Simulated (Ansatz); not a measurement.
**Computed properties of InPt₃C**

InPt₃C:
Space group Pm-3m (No. 221); a = 4.2224 Å, b = 4.2224 Å, c = 4.2224 Å, α = 90.00°, β = 90.00°, γ = 90.00°

```
atom  site  symmetry       x       y       z
----  ----  --------  ------  ------  ------
In      1a      m-3m  0.0000  0.0000  0.0000
Pt      3c    4/mm.m  0.0000  0.5000  0.5000
C       1b      m-3m  0.5000  0.5000  0.5000
```

Space group Pm-3m (No. 221), anti-perovskite; conventional cell a = b = c = 4.2224 Å, α = β = γ = 90.00°.

Method: plane-wave PAW r²SCAN (Ansatz code). Geometry: relaxed at this level of theory. Other levels are named where they apply.

Cell and energy:

| Item | Result |
|---|---|
| Volume per atom | 15.06 Å³ |
| Density | 15.71 g/cm³ |
| Formation energy from the elements (no fitted shifts) | 216 meV/atom |

Electronic structure:

| Quantity | Result |
|---|---|
| Electronic character | metallic (no gap) |
| Density of states at the Fermi level | 0.55 states/eV per atom (mean over ±0.08 eV) |
| Gap with spin–orbit coupling | none (metallic) |

Mechanics:

| Item | Result |
|---|---|
| Bulk modulus (Birch–Murnaghan fit) | 210 GPa |
| Pressure derivative B′ | 5.1 |
| Elastic constants (relaxed ions, GPa) | C11 = 272, C12 = 179, C44 = -9.5 |
| Mechanical stability | unstable (C has a negative eigenvalue) |

The start of the workflow was typed in or built on a structure type; neither database checked (COD, Materials Project) lists it. Its standing as an ambient phase is unchecked. Symmetry was held in the r²SCAN relaxation. No spin polarisation was allowed. Its formation energy is positive at this level, so the cell may be metastable or incomplete. As this level gives no gap, shear constants depend on the k-mesh and smearing (Fermi–Dirac, 0.1 eV here). The references are the lowest solids computed at this level, not always the standard phases. Scalar-relativistic: spin–orbit coupling is off unless named, which matters more the heavier the elements.

Potentials: the later of the program's two PAW sets.
